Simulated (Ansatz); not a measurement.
This run works on a generated trial structure, not on a known crystal.

Input and command of a plane-wave DFT calculation in Ansatz:

```yaml
crystal:
  lattice:
    - [1.8490166, 1.06753023, 5.8263498]
    - [-1.8490166, 1.06753023, 5.8263498]
    - [0.0, -2.13506046, 5.8263498]
  atoms:
    - { symbol: As, position: [0.25, 0.25, 0.25] }
    - { symbol: As, position: [0.75, 0.75, 0.75] }
    - { symbol: Se, position: [0.0, 0.0, 0.0] }
basis:
  ecutwfc: 420
kpoints:
  mp_grid: { grid: [6, 6, 6] }
hamiltonian:
  xc: pbe
scf:
  occupations: { method: gaussian, width: 0.1 }
  lower_state_search: "off"
output:
  forces: true
  stress: true
  eigenvalues: true
relax:
  adjacent_minimum: "off"
  f_tol: 0.04
  max_steps: 70
  cell: { stress_tol: 0.4 }
```

```bash
ansatz run input.yaml --threads 1 --pin off --max-ram 2560MiB --backend cpu --events-out ev --progress --plain --runs-dir out
```

Processor: Intel(R) Xeon(R) Processor @ 2.50GHz (Skylake/Cascade Lake), 1 thread, on a host shared with other jobs.

**Question.** Estimate time, memory and problem size.

**Answer.** About 76 s, peak memory 0.41 GiB. It solves 28 bands at 32 k points (after reduction by symmetry) with about 1271 plane waves (on the last cell), in 65 SCF iterations over 10 ionic steps.
